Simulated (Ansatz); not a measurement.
SrO (NiAs type, space group No. 194), the program Ansatz at the LDA level (PAW). The conduction-band minimum lies at M, with 3 equivalent valleys. Second derivatives d²E/dk² of the lowest band at one valley (eV·Å²), along Cartesian directions:

```tsv
direction	d²E/dk²
[100]	14.20
[010]	4.973
[001]	14.93
[110]	9.584
[101]	14.56
[011]	9.953
```

Find the principal effective masses, the density-of-states mass and the conductivity mass.

Off-diagonal terms follow from H_xy = H[110] − (H_xx + H_yy)/2, and m*/mₑ = 7.620 eV·Å² over each eigenvalue: 0.51, 0.54, 1.5. One valley's DOS mass (m₁m₂m₃)^(1/3) = 0.75, conductivity mass 3/(Σ 1/mᵢ) = 0.67 mₑ.

What effective density of states Nc follows at 300 K for parabolic valleys?

Nc = 2.509e19 × 3 × (0.75)^(3/2) ≈ 4.9e19 cm⁻³.

With the computed static dielectric constant 13.9 (mean of the diagonal), estimate a hydrogenic donor's binding energy and radius.

E = 13.606 eV × 0.67/13.9² ≈ 47 meV; a = 0.529 Å × ε/m* ≈ 11 Å. Semilocal masses tend to be too small when the gap is underestimated.

Space group P6_3/mmc (NiAs type). The workflow started from a Materials Project entry (that database holds measured and hypothetical structures alike); the Crystallography Open Database copy checked does not list it. It is not the phase usual at ambient conditions (space group No. 225). The LDA relaxation kept the symmetry of its start; its stability against distortions is not shown here. Spin–orbit coupling is left out wherever it is not named.

Potentials: the later of the program's two PAW sets.
